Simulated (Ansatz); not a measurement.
Na₂NiO₂, first-principles data

Na$_{2}$NiO$_{2}$:
```yaml
crystal:
  lattice:
    - [1.38568, -4.91005, 0.00000]
    - [1.38568, 4.91005, 0.00000]
    - [0.00000, 0.00000, 8.14578]
  atoms:
    - { symbol: Na, position: [0.60357, 0.39643, 0.84707] }
    - { symbol: Na, position: [0.39643, 0.60357, 0.34707] }
    - { symbol: Na, position: [0.15009, 0.84991, 0.16915] }
    - { symbol: Na, position: [0.84991, 0.15009, 0.66915] }
    - { symbol: Ni, position: [0.87829, 0.12171, 0.00184] }
    - { symbol: Ni, position: [0.12171, 0.87829, 0.50184] }
    - { symbol: O, position: [0.27978, 0.72022, 0.90758] }
    - { symbol: O, position: [0.72022, 0.27978, 0.40758] }
    - { symbol: O, position: [0.47907, 0.52093, 0.08907] }
    - { symbol: O, position: [0.52093, 0.47907, 0.58907] }
```

Space group Cmc2_1 (No. 36); conventional cell a = 2.771 Å, b = 9.820 Å, c = 8.146 Å, α = β = γ = 90.00°.

Method: LDA in the plane-wave PAW code Ansatz. Structure relaxed to zero pressure with the same functional. Other levels are named where they apply.

Cell and energy:

```yaml
volume_per_atom: 11.08 Å³
density: 4.09 g/cm³
Formation energy from the elements (no fitted shifts): -1.29 eV/atom
```

Electronic structure:

```yaml
band_gap: 0.85 eV (indirect)
valence_band_maximum: on the T–Y line, 3 % of the way from T (k = -0.500, -0.500, 0.484 in fractions of the reciprocal vectors)
conduction_band_minimum: off the standard path, at k = (0.302, 0.438, 0.344) in fractions of the reciprocal vectors
smallest_direct_gap_on_the_standard_path: 1.26 eV
```

Mechanics:

```yaml
Bulk modulus (Birch–Murnaghan fit): 839 kbar
Pressure derivative B′: 4.7
```

The workflow started from a Materials Project entry (that database holds measured and hypothetical structures alike); the Crystallography Open Database files this formula in space group No. 36, but the cells were not matched. Whether it is the stable phase at ambient conditions was not checked. The cell was relaxed with LDA under the symmetry of its start; whether a distortion lowers the energy is not shown. The run is not spin-polarised. No Hubbard U is applied. The references are the lowest solids computed at this level, not always the standard phases (solids in place of the gases).

Potentials: the later of the program's two PAW sets.
